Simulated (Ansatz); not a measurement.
**Axial (c/a) deformation path in Al**

Method: DFT PBEsol, scalar-relativistic, plane waves, PAW (Ansatz 0.2.0). The runs took a 420 eV cutoff, a Γ-centred 24×24×12 mesh and Gaussian smearing (0.15 eV). No spin polarisation. Energies are free energies at this smearing, counted from the undisturbed cell; pressure is positive in compression.

Reference structure (as given, not relaxed at this level; it stands at -1.3 GPa; this form isn't the usual structure):

```
CELL_PARAMETERS angstrom
2.81246 0.00000 0.00000
-1.40623 2.43566 0.00000
0.00000 0.00000 4.86685
ATOMIC_POSITIONS crystal
Al 0.66667 0.33333 0.75000
Al 0.33333 0.66667 0.25000
```

At fixed volume and fractional coordinates, lengths along (0.000, 0.000, 1.000) are scaled against those across it; ρ is that ratio over its starting value. The cell is metallic on the mesh throughout.

```csv
ρ,ΔE (meV/atom),pressure (GPa)
0.800,59.3,0.8
0.850,23.6,-0.6
0.920,-1.1,-1.5
0.960,-5.6,-1.6
1.000,0.0,-1.3
1.050,15.2,-0.6
1.100,41.5,0.5
1.200,126.3,4.0
1.300,257.4,8.9
```